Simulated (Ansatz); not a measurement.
In r²SCAN (plane waves, PAW; program Ansatz), LiC6 in the orthorhombic phase (Cmmm; C on 4i, C on 4i, C on 4i, Li on 2c) relaxes to a = 2.496 Å, b = 12.913 Å, c = 3.582 Å. C on 4i has 3 nearest neighbours from 1.42 Å (trigonal planar). Its formation energy from the elements is 0.022 eV/atom, with no fitted shifts.

Electronic character: metallic (no gap).

An equation-of-state fit gives a bulk modulus of 75.7 GPa.

The start of the workflow was typed in or built on a structure type; neither database checked (COD, Materials Project) lists it. Its standing as an ambient phase is unchecked. Symmetry was held in the r²SCAN relaxation; whether a distortion lowers the energy is not shown. The references are the lowest solids computed at this level, not always the standard phases.

Potentials: the later of the program's two PAW sets.
